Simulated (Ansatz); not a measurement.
**SbMo: relaxation of cell and atoms**

Theory: DFT, PBE, PAW with Ansatz's default frozen-core files, scalar-relativistic (Ansatz 0.2.0).

Command: `ansatz run input.yaml --threads 1 --pin off --max-ram 2048MiB --backend cpu --events-out ev --progress --plain --runs-dir out` The run took 9.4 s on 1 thread of Arm Neoverse V2, on a shared host.

```yaml
crystal:
  lattice:
    - [0.0, 2.7988117696, 2.7988117696]
    - [2.7988117696, 0.0, 2.7988117696]
    - [2.7988117696, 2.7988117696, 0.0]
  atoms:
    - { symbol: Mo, position: [0.0, 0.0, 0.0] }
    - { symbol: Sb, position: [0.5, 0.5, 0.5] }
kpoints:
  mp_grid: { grid: [10, 10, 10] }
scf:
  occupations: { method: fermi_dirac, width: 0.03 }
hamiltonian:
  xc: pbe
  pseudopotentials: { kind: paw }
output:
  forces: true
  stress: true
relax:
  f_tol: 0.005
  max_steps: 80
  cell: {}
```

Spin polarisation is left out, and whether a magnetic state lies lower isn't shown here.

Spin–orbit coupling is left out, though it moves levels of the heavy atoms by tenths of an eV or more.

The cell is built from the rocksalt type as a first guess.

The cutoff is 420 eV; energies and pressures of the walk include the program's estimate of the Pulay term.

Each frame lists the cell vectors (Å), then Cartesian positions (Å); symmetry keeps all forces zero. Free energies count from the first step, -11438.8632 eV.

The walk took 6 evaluations in all; steps that aren't listed are left out.

Step 1: E = 0.0 meV, P = -4.70 GPa

```
cell 0.0000 2.7988 2.7988 2.7988 0.0000 2.7988 2.7988 2.7988 0.0000
Mo    0.0000    0.0000    0.0000
Sb    2.7988    2.7988    2.7988
```

Step 2:

```
cell 0.0000 2.6879 2.6879 2.6879 0.0000 2.6879 2.6879 2.6879 0.0000
Mo    0.0000    0.0000    0.0000
Sb    2.6879    2.6879    2.6879
```

Step 3: E = -27.1 meV, P = -0.71 GPa

```
cell 0.0000 2.7656 2.7656 2.7656 0.0000 2.7656 2.7656 2.7656 0.0000
Mo    0.0000    0.0000    0.0000
Sb    2.7656    2.7656    2.7656
```

Task: Give the energy, pressure of step 2.

Result: E = +82.5 meV, P = 11.91 GPa, step rejected
```
Mo    0.0000    0.0000    0.0000
Sb    2.6879    2.6879    2.6879
```

Task: How does the relaxation end?

Result: It converges, with a = 5.520 Å, b = 5.520 Å, c = 5.520 Å, α = 90.00°, β = 90.00°, γ = 90.00° (conventional cell, space group Fm-3m). The last solve (on a basis chosen afresh for the final cell, so its energy is not quite comparable) gives E = -27.2 meV, P = 0.01 GPa:
```
cell 0.0000 2.7602 2.7602 2.7602 0.0000 2.7602 2.7602 2.7602 0.0000
Mo    0.0000    0.0000    0.0000
Sb    2.7602    2.7602    2.7602
```
